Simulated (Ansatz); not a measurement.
Values for one crystal, relaxed and computed with the program Ansatz at the r²SCAN level (PAW); other levels are named.

```yaml
volume_per_atom: 16.09 Å³
electronic_character: metallic (no gap)
Pressure derivative B′: 4.5
Bulk modulus (Birch–Murnaghan fit): 167 GPa
Density of states at the Fermi level: 0.20 states/eV per atom (mean over ±0.08 eV)
```

Question: Which compound is it?
A. TaSiAs, P4/nmm (Si on 2a, As on 2c, Ta on 2c)
B. LaAlSi, I4_1md (La on 4a, Al on 4a, Si on 4a)
C. EuCuAs, P6_3/mmc (Eu on 2a, Cu on 2d, As on 2c)
D. BaAs2Ru2, I4/mmm (Ba on 2a, As on 4e, Ru on 4d)

Answer: A, TaSiAs, P4/nmm (Si on 2a, As on 2c, Ta on 2c)

The workflow started from an entry of the Crystallography Open Database (COD). Its standing as an ambient phase is unchecked. The r²SCAN relaxation kept the symmetry of its start; its stability against distortions is not shown here. The run is not spin-polarised. Scalar-relativistic: spin–orbit coupling is off unless named, which matters more the heavier the elements.

Potentials: the later of the program's two PAW sets.
